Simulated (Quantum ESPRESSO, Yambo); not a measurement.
For RbSO2F (space group P2_1/m, No. 11), Yambo gives the independent-particle static dielectric constant along x as 2.63 on LDA bands and 2.19 after a scissor of 3.60 eV widens every gap (4×4×2 mesh, 155 bands, 3 Ry local-field block, 0.2 eV broadening). Axes are Cartesian, with cell vectors (Å) (4.89, 0.00, 0.00), (0.00, 6.03, 0.00), (-2.26, 0.00, 7.05).

A scissor keeps the position matrix elements. In a one-oscillator model, how does ε − 1 scale, and what mean transition energy do the two values imply?

Each transition adds |r|²/E to ε − 1, so ε − 1 ∝ 1/(E0 + Δ). Then (2.19 − 1)/(2.63 − 1) = E0/(E0 + Δ) = 0.730, and E0 = Δ(ε' − 1)/(ε − ε') = 9.7 eV. The computed Im ε, weighted by 1/E up to 20 eV, has its mean at 10.4 eV; the smallest direct LDA gap is 4.03 eV. The scissor comes from a G0W0 run whose convergence isn't established. Convergence of the RPA response with its 4×4×2 mesh was not tested.

Bands from Quantum ESPRESSO.

Geometry of the Materials Project entry, not relaxed at this level; primitive cell a = 4.886 Å, b = 6.030 Å, c = 7.400 Å, α = γ = 90.00°, β = 107.79°.
